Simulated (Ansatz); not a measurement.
Input, command and steps of an Ansatz relaxation.

```yaml
crystal:
  lattice:
    - [7.0253513585, 0.0, 0.0071032063]
    - [0.0, 5.7156883519, 0.0]
    - [-0.0062008957, 0.0, 5.9652033243]
  atoms:
    - { symbol: Sn, position: [0.7989959689, 0.4999997734, 0.250009151] }
    - { symbol: Sn, position: [0.2010040311, 0.4999997734, 0.249990849] }
    - { symbol: Sn, position: [0.2010040311, 0.5000002266, 0.749990849] }
    - { symbol: Sn, position: [0.7989959689, 0.5000002266, 0.750009151] }
    - { symbol: Sn, position: [0.5, 0.0, 0.0] }
    - { symbol: Sn, position: [0.5, 0.0, 0.5] }
    - { symbol: O, position: [0.719660639, 0.2730094543, 1.0000067366] }
    - { symbol: O, position: [0.280339361, 0.2730094543, 0.4999932634] }
    - { symbol: O, position: [0.280339361, 0.7269905457, -6.7366e-06] }
    - { symbol: O, position: [0.719660639, 0.7269905457, 0.5000067366] }
    - { symbol: O, position: [0.2803415511, 0.273011213, -6.5845e-06] }
    - { symbol: O, position: [0.7196584489, 0.273011213, 0.5000065845] }
    - { symbol: O, position: [0.7196584489, 0.726988787, 1.0000065845] }
    - { symbol: O, position: [0.2803415511, 0.726988787, 0.4999934155] }
basis:
  ecutwfc: 420
kpoints:
  mp_grid: { grid: [6, 6, 6] }
hamiltonian:
  xc: pbesol
scf:
  occupations: { method: gaussian, width: 0.1 }
output:
  forces: true
  stress: true
  eigenvalues: true
relax:
  adjacent_minimum: "off"
  f_tol: 0.01
  max_steps: 30
  cell: { stress_tol: 0.1, fix: [volume] }
```

```bash
ansatz run input.yaml --threads 4 --pin off --max-ram 10240MiB --backend cpu --events-out ev --progress --plain --runs-dir out
```

Computed with DFT PBEsol, scalar-relativistic, plane waves, PAW in Ansatz 0.2.0.

The volume is held at 0.97 times that of the relaxed cell.

Of 6 frames 5 are shown, positions in Å and forces in eV/Å; the SCF threshold varies from step to step. Steps run on the plane waves of an earlier cell, with a Pulay correction in the pressure. The basis is chosen afresh for the last frame, the zero of the energies, and at times for earlier ones too; energy and pressure can step there, also at an unchanged geometry. Where two frames share a geometry here, they differ by under 2 meV/atom and 0.3 GPa.

```xyz
14
Lattice="7.0254 0.0000 0.0071 0.0000 5.7157 0.0000 -0.0062 0.0000 5.9652" Properties=species:S:1:pos:R:3:forces:R:3 pbc="T T T" step=1 free_energy_over_end_meV_per_atom=1.22 pressure_GPa=3.72
Sn    5.6117    2.8578    1.4970    0.2200    0.0000    0.0002
Sn    1.4106    2.8578    1.4927   -0.2200    0.0000   -0.0002
Sn    1.4075    2.8578    4.4753   -0.2200    0.0000   -0.0002
Sn    5.6086    2.8578    4.4796    0.2200    0.0000    0.0002
Sn    3.5127    0.0000    0.0036    0.0000    0.0000    0.0000
Sn    3.5096    0.0000    2.9862    0.0000    0.0000    0.0000
O     5.0497    1.5604    5.9704   -0.0434   -0.2320   -0.0001
O     1.9664    1.5604    2.9846    0.0434   -0.2320    0.0001
O     1.9695    4.1552    0.0020    0.0434    0.2320    0.0001
O     5.0528    4.1552    2.9878   -0.0434    0.2320   -0.0001
O     1.9695    1.5604    0.0020    0.0434   -0.2320    0.0001
O     5.0528    1.5604    2.9878   -0.0434   -0.2320   -0.0001
O     5.0497    4.1552    5.9704   -0.0434    0.2320   -0.0001
O     1.9664    4.1552    2.9846    0.0434    0.2320    0.0001
14
Lattice="6.9922 0.0000 0.0072 0.0000 5.7145 0.0000 -0.0061 0.0000 5.9947" Properties=species:S:1:pos:R:3:forces:R:3 pbc="T T T" step=2 free_energy_over_end_meV_per_atom=0.75 pressure_GPa=2.76
Sn    5.6068    2.8573    1.5044   -0.2880    0.0000   -0.0003
Sn    1.3824    2.8573    1.5001    0.2880    0.0000    0.0003
Sn    1.3793    2.8573    4.4975    0.2880    0.0000    0.0003
Sn    5.6038    2.8573    4.5017   -0.2880    0.0000   -0.0003
Sn    3.4961    0.0000    0.0036    0.0000    0.0000    0.0000
Sn    3.4931    0.0000    3.0009    0.0000    0.0000    0.0000
O     5.0481    1.5501    5.9998   -0.0220   -0.0297    0.0000
O     1.9350    1.5501    2.9994    0.0220   -0.0297    0.0000
O     1.9380    4.1645    0.0020    0.0220    0.0297    0.0000
O     5.0511    4.1645    3.0025   -0.0220    0.0297    0.0000
O     1.9380    1.5501    0.0020    0.0220   -0.0297    0.0000
O     5.0511    1.5501    3.0025   -0.0220   -0.0297    0.0000
O     5.0481    4.1645    5.9998   -0.0220    0.0297    0.0000
O     1.9350    4.1645    2.9994    0.0220    0.0297    0.0000
14
Lattice="7.0067 0.0000 0.0072 0.0000 5.7144 0.0000 -0.0061 0.0000 5.9824" Properties=species:S:1:pos:R:3:forces:R:3 pbc="T T T" step=3 free_energy_over_end_meV_per_atom=0.04 pressure_GPa=2.97
Sn    5.6037    2.8572    1.5013    0.0357    0.0000    0.0000
Sn    1.3999    2.8572    1.4970   -0.0357    0.0000    0.0000
Sn    1.3969    2.8572    4.4882   -0.0357    0.0000    0.0000
Sn    5.6007    2.8572    4.4925    0.0357    0.0000    0.0000
Sn    3.5034    0.0000    0.0036    0.0000    0.0000    0.0000
Sn    3.5003    0.0000    2.9948    0.0000    0.0000    0.0000
O     5.0515    1.5467    5.9876   -0.0288   -0.0013    0.0000
O     1.9461    1.5467    2.9932    0.0288   -0.0013    0.0000
O     1.9491    4.1677    0.0020    0.0288    0.0013    0.0000
O     5.0546    4.1677    2.9964   -0.0288    0.0013    0.0000
O     1.9491    1.5467    0.0020    0.0288   -0.0013    0.0000
O     5.0546    1.5467    2.9964   -0.0288   -0.0013    0.0000
O     5.0515    4.1677    5.9876   -0.0288    0.0013    0.0000
O     1.9461    4.1677    2.9932    0.0288    0.0013    0.0000
14
Lattice="7.0064 0.0000 0.0072 0.0000 5.7090 0.0000 -0.0062 0.0000 5.9883" Properties=species:S:1:pos:R:3:forces:R:3 pbc="T T T" step=4 free_energy_over_end_meV_per_atom=0.00 pressure_GPa=2.98
Sn    5.6038    2.8545    1.5028    0.0147    0.0000    0.0000
Sn    1.3996    2.8545    1.4985   -0.0147    0.0000    0.0000
Sn    1.3965    2.8545    4.4926   -0.0147    0.0000    0.0000
Sn    5.6007    2.8545    4.4969    0.0147    0.0000    0.0000
Sn    3.5032    0.0000    0.0036    0.0000    0.0000    0.0000
Sn    3.5001    0.0000    2.9977    0.0000    0.0000    0.0000
O     5.0491    1.5465    5.9935   -0.0101   -0.0133    0.0000
O     1.9482    1.5465    2.9961    0.0101   -0.0133    0.0000
O     1.9512    4.1625    0.0020    0.0101    0.0133    0.0000
O     5.0521    4.1625    2.9993   -0.0101    0.0133    0.0000
O     1.9512    1.5465    0.0020    0.0101   -0.0133    0.0000
O     5.0521    1.5465    2.9993   -0.0101   -0.0133    0.0000
O     5.0491    4.1625    5.9935   -0.0101    0.0133    0.0000
O     1.9482    4.1625    2.9961    0.0101    0.0133    0.0000
14
Lattice="7.0071 0.0000 0.0072 0.0000 5.7093 0.0000 -0.0061 0.0000 5.9875" Properties=species:S:1:pos:R:3:forces:R:3 pbc="T T T" step=6 free_energy_over_end_meV_per_atom=0.00 pressure_GPa=2.96
Sn    5.6046    2.8547    1.5026    0.0001    0.0000    0.0000
Sn    1.3994    2.8547    1.4983   -0.0001    0.0000    0.0000
Sn    1.3963    2.8547    4.4920   -0.0001    0.0000    0.0000
Sn    5.6015    2.8547    4.4963    0.0001    0.0000    0.0000
Sn    3.5035    0.0000    0.0036    0.0000    0.0000    0.0000
Sn    3.5005    0.0000    2.9973    0.0000    0.0000    0.0000
O     5.0488    1.5462    5.9926   -0.0010   -0.0017    0.0000
O     1.9490    1.5462    2.9957    0.0010   -0.0017    0.0000
O     1.9521    4.1631    0.0020    0.0010    0.0017    0.0000
O     5.0519    4.1631    2.9989   -0.0010    0.0017    0.0000
O     1.9521    1.5462    0.0020    0.0010   -0.0017    0.0000
O     5.0519    1.5462    2.9989   -0.0010   -0.0017    0.0000
O     5.0488    4.1631    5.9926   -0.0010    0.0017    0.0000
O     1.9490    4.1631    2.9957    0.0010    0.0017    0.0000
```

It took 81 s on 4 threads of Intel(R) Xeon(R) 6975P-C (Granite Rapids), with other jobs on the host, peak memory 1.5 GiB.